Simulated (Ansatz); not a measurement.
Relaxed candidate structures of WC:

**A**
```xyz
4
Lattice="-1.4315 1.4315 5.0183 1.4315 -1.4315 5.0183 1.4315 1.4315 -5.0183" Properties=species:S:1:pos:R:3 pbc="T T T"
W      0.0000     0.0000    10.0295
W      0.0000     1.4315     2.5020
C      0.0000     0.0000     4.1823
C      1.4315     0.0000     1.6732
```

**B**
```cif
data_C4W4
_chemical_formula_sum 'W4 C4'
_space_group_name_H-M_alt 'P 1'
_space_group_IT_number 1
_cell_length_a 5.35459
_cell_length_b 3.92222
_cell_length_c 4.07240
_cell_angle_alpha 90.000
_cell_angle_beta 90.000
_cell_angle_gamma 90.000
loop_
_space_group_symop_operation_xyz
  'x, y, z'
loop_
_atom_site_label
_atom_site_type_symbol
_atom_site_fract_x
_atom_site_fract_y
_atom_site_fract_z
_atom_site_occupancy
W1 W 0.70830 0.25000 0.10538 1
W2 W 0.79170 0.75000 0.60538 1
W3 W 0.29170 0.75000 0.89462 1
W4 W 0.20830 0.25000 0.39462 1
C1 C 0.61538 0.25000 0.59821 1
C2 C 0.88462 0.75000 0.09821 1
C3 C 0.38461 0.75000 0.40179 1
C4 C 0.11539 0.25000 0.90179 1
```

**C**
```xyz
4
Lattice="2.8927 0.0000 0.0000 -1.4464 2.5052 0.0000 0.0000 0.0000 5.7166" Properties=species:S:1:pos:R:3 pbc="T T T"
W      0.0000     0.0000     0.0000
W      0.0000     0.0000     2.8583
C      1.4464     0.8351     1.4292
C      0.0000     1.6701     4.2875
```

**D**
```xyz
4
Lattice="3.0070 0.0000 0.0000 0.0000 2.7018 0.0000 -0.6048 0.0000 5.3124" Properties=species:S:1:pos:R:3 pbc="T T T"
W      2.2110     2.0263     0.9741
W      0.1913     0.6754     4.3383
C      0.7916     2.0263     2.5575
C      1.6106     0.6754     2.7549
```

**E**
```
CELL_PARAMETERS angstrom
      2.70280     0.00000     0.00000
      0.00000     2.70280     0.00000
      0.00000     0.00000     2.70280
ATOMIC_POSITIONS crystal
  W  0.00000 0.00000 0.00000
  C  0.50000 0.50000 0.50000
```

Problem. Order them by energy per atom (lowest first) at the level PBEsol (plane waves to 420 eV, PAW, scalar-relativistic; Ansatz, a first-principles code).

Solution. A (reference), C (+0.19 eV/atom), B (+0.65 eV/atom), D (+0.82 eV/atom), E (+0.88 eV/atom)

The lowest structure calculated, P-6m2, hP2, AFLOW prototype AB_hP2_187_d_a (B_h, as in WC), is not among these; it lies 0.01 eV/atom below the lowest of them. 2 runs with a doubtful electronic state, a coarser numerical grid, an end not at rest or a source that can't be used are left out. Each run could gain symmetry but not lose that of its start, so entries can be saddle points. All of these are generated cells (placed on structure types, drawn at random, substituted or restacked) that were not matched to a known phase here. Energies are at zero temperature and pressure, without zero-point motion. Each cell has its own k-point mesh; energy differences are given only to the digits this allows. No spin polarisation in the result.
